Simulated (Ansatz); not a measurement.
Sheets of one type (M2XT2 MXene (fcc sites)-type), plane-wave PAW r²SCAN+D4 (Ansatz code); HSE06 gaps on those cells.

| layer | a (Å) | thickness (Å) |
|---|---|---|
| Hf2NS2 | 3.397 | 5.63 |
| Y2NS2 | 3.717 | 5.84 |
| V2NTe2 | 3.251 | 5.79 |
| Ta2NS2 | 3.303 | 5.39 |
| V2NS2 | [?] | [?] |

### Question
Fill in the missing entries.

### Answer

- V2NS2, a (Å): 3.092
- V2NS2, thickness (Å): 5.21

Spin orders computed, not proven ground states: V2NS2, M2XT2 MXene (fcc sites)-type layer antiferromagnetic. Began spin-polarised and lost the moments: Hf2NS2, M2XT2 MXene (fcc sites)-type layer; Y2NS2, M2XT2 MXene (fcc sites)-type layer; V2NTe2, M2XT2 MXene (fcc sites)-type layer; Ta2NS2, M2XT2 MXene (fcc sites)-type layer. All cells were relaxed under the symmetry of their starts (and spin orders); stability against distortions was not tested throughout. Scalar-relativistic: spin–orbit coupling is off unless named, which matters more the heavier the elements. Constructed layers (a layer type filled with these elements): Hf2NS2, M2XT2 MXene (fcc sites)-type layer; Y2NS2, M2XT2 MXene (fcc sites)-type layer; V2NTe2, M2XT2 MXene (fcc sites)-type layer; Ta2NS2, M2XT2 MXene (fcc sites)-type layer; V2NS2, M2XT2 MXene (fcc sites)-type layer.

Potentials: the later of the program's two PAW sets.
